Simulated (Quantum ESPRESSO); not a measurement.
# Kohn-Sham bands of MoP (P-6m2)

```yaml
crystal:
  lattice:
    - [3.23476, 0.00000, 0.00000]
    - [-1.61738, 2.80138, 0.00000]
    - [0.00000, 0.00000, 3.18228]
  atoms:
    - { symbol: Mo, position: [0.00000, 0.00000, 0.00000] }
    - { symbol: P, position: [0.33333, 0.66667, 0.50000] }
```

Materials Project entry mp-219; symmetrised, unrelaxed at this level. COD (Crystallography Open Database) has an entry of this formula and space group (matched by these alone). Computed values, not measurements, from PBEsol: Quantum ESPRESSO (norm-conserving PseudoDojo potentials, cutoff 64 Ry, no spin polarisation, no spin-orbit coupling) on a Γ-centred 12×12×10 mesh, then Wannier90. Density: 12×12×10 mesh, cold smearing 0.01 Ry.

Energies are relative to the Fermi level; weights are on the orthonormalised atomic waves of the pseudopotential files, averaged over the group. 19 electrons a cell are treated as valence.

| bands | from (eV) | to (eV) | filling | weight on atomic waves |
|---|---|---|---|---|
| 1 | -61.12 | -61.06 | filled | … |
| 2–4 | -35.58 | -35.06 | filled | … |
| 5 | -13.89 | -10.78 | filled | … |

### Question
Which atomic shells make up each group?

### Answer

- 1, weight on atomic waves: Mo 4s 95 %
- 2–4, weight on atomic waves: Mo 4p 98 %
- 5, weight on atomic waves: P 3s 62 %, Mo 4d 18 %, Mo 5s 14 %

No gap over 0.05 eV opens at the Fermi level at this level of theory.
